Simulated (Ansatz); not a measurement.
# Zone-centre phonons of Al3Ni5: input and output

Theory: DFT LDA, scalar-relativistic, plane waves, PAW in Ansatz.

Launched with:
```bash
ansatz run input.yaml --threads 4 --pin off --max-ram 12288MiB --backend cpu --events-out ev --progress --plain --runs-dir out
```

Input (bare energies are in eV):
```yaml
crystal:
  lattice:
    - [3.2340861752, -3.6704780933, 0.0]
    - [3.2340861752, 3.6704780933, 0.0]
    - [0.0, 0.0, 3.694934668]
  atoms:
    - { symbol: Al, position: [0.5, 0.5, 0.0] }
    - { symbol: Al, position: [0.7797912173, 0.2202087827, 0.5] }
    - { symbol: Al, position: [0.2202087827, 0.7797912173, 0.5] }
    - { symbol: Ni, position: [0.0, 0.0, 0.0] }
    - { symbol: Ni, position: [0.0, 0.5, 0.0] }
    - { symbol: Ni, position: [0.5, 0.0, 0.0] }
    - { symbol: Ni, position: [0.2768638342, 0.2768638342, 0.5] }
    - { symbol: Ni, position: [0.7231361658, 0.7231361658, 0.5] }
basis:
  ecutwfc: 420
kpoints:
  mp_grid: { grid: [8, 8, 10] }
hamiltonian:
  xc: lda
scf:
  occupations: { method: fermi_dirac, width: 0.15 }
output:
  eigenvalues: true
phonons:
  method: dfpt
  eigenvectors: true
```

The end of the output:
```
--- Phonons (Γ-DFPT): 15 representative perturbations + reference, on 204 of 640 k-points (Σ response iterations 138) ---
  k mesh reduced under 2 symmetry operations, with k and −k counted as one. Each operation leaves every solved displacement unchanged or reverses it
  ASR residual: 8.675e-4 → 0.000e0 eV/Å²; symmetrization residual: 1.035e-4 eV/Å²
  ASR residual per site (eV/Å²): 3.39e-4 8.68e-4 8.68e-4 7.56e-4 6.20e-4 6.20e-4 6.51e-4 6.51e-4
  Γ frequencies (cm⁻¹): 0.00 0.00 0.00 123.40 136.39 156.04 170.06 187.23 191.35 200.96 206.48 207.27 214.79 241.70 269.80 301.53 322.98 326.13 334.69 338.91 339.98 358.83 364.09 415.27
  non-analytic LO–TO correction: not included (Born effective charges unavailable; polar crystals: no LO–TO splitting at Γ)
```

The run took 5.7 min on 4 threads of AMD EPYC 9R45 96-Core Processor (Zen 5), with other jobs on the host, peak memory 3.4 GiB.

In a metal, frequencies and elastic constants depend on the k mesh and the smearing, soft modes and shear constants most. Spin polarisation was left out, and a magnetic state may lie lower.